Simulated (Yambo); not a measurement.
# Convergence of the G0W0 gap of RbBH₄

G0W0@PBEsol for RbBH₄ (space group F-43m, No. 216) in Yambo. Reference settings: 4×4×4 Γ-centred k mesh, 143 bands and a 8 Ry block in the screening, 143 bands in G with the Bruneval-Gonze terminator, plasmon pole fitted at 27.2 eV. The PBEsol gap Γ → X on this mesh is 5.91 eV; G0W0 gaps are taken between the same points.

| change from the reference | G0W0 gap Γ → X (eV) | shift of the valence edge (eV) |
|---|---|---|
| reference settings | 9.02 | -2.17 |
| 47 bands in G | 9.02 | -2.14 |
| 87 bands in G | 9.02 | -2.16 |
| 3 Ry block | 8.73 | -1.90 |
| 1 Ry block | 8.49 | -1.69 |
| 7 Ry block | 8.98 | -2.14 |

The reference isn't shown to be the converged limit.

Geometry of the Materials Project entry, not relaxed at this level; primitive cell a = 4.8836 Å, b = 4.8836 Å, c = 4.8836 Å, α = 60.00°, β = 60.00°, γ = 60.00°.

The structure is a Materials Project entry; no match was found in the copy of COD used, and its stability was not checked.

A shift is the quasiparticle energy of the state minus its PBEsol energy.
